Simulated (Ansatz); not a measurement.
The guess for Mo4C3 was made by a generator: random cell by space group and Wyckoff sites (F-43m, No. 216). The dimensions are guesses.

```xyz
7
Lattice="0.0000 3.8864 3.8864 3.8864 0.0000 3.8864 3.8864 3.8864 0.0000" Properties=species:S:1:pos:R:3 pbc="T T T"
Mo    6.7359    6.7359    6.7359
Mo    4.9234    4.9234    6.7359
Mo    4.9234    6.7359    4.9234
Mo    6.7359    4.9234    4.9234
C     5.8296    5.8296    5.8296
C     3.8864    3.8864    3.8864
C     0.0000    0.0000    0.0000
```

These are results of DFT PBE, scalar-relativistic, plane waves, PAW in Ansatz 0.2.0, not measurements. Cutoff 420 eV, Gaussian smearing, Γ-centred meshes. Cell and atoms relax first on a coarse mesh and then on a finer one. In between, the cell is made exact in the group found at 0.06 Å. In metals the finer mesh still leaves noise of several meV/atom or more. The steps can't lower the symmetry of their start. No spin polarisation in the relaxation; trial moments died out in a coarse test.

A guess keeps its type if space group and coordination stay and the shape of the cell changes little (axis ratios within about 15 %, angles within 6°); the volume may change.

Question: Will the relaxed cell still be of the starting type?

Answer: It keeps its type. The symmetry stays F-43m (No. 216). The volume per atom grows by 44.8 %, from 16.8 to 24.3 Å³. The shortest distance goes from 1.57 Å (Mo–C) to 1.89 Å (Mo–C). Counting neighbours within 15 % of an atom's shortest distance, the start has C 4/16, Mo 2 and the end C 4/16, Mo 2.

The zero of energy is the elements' standard structures at the same level; no fitted shifts are applied.

Question: At what energy does it end?

Answer: +2.88 eV/atom. A positive value: parting into the elements would lower its energy.

The last run used an 8×8×8 mesh for its 7-atom cell and Gaussian smearing of 0.10 eV. The reference form of C is held partly by dispersion forces, which this level lacks. A later test with randomly moved atoms led to a structure 2870 meV/atom lower, so this end is a saddle point or a shallow minimum.

In counts of neighbours, a slash parts the counts of unlike sites.
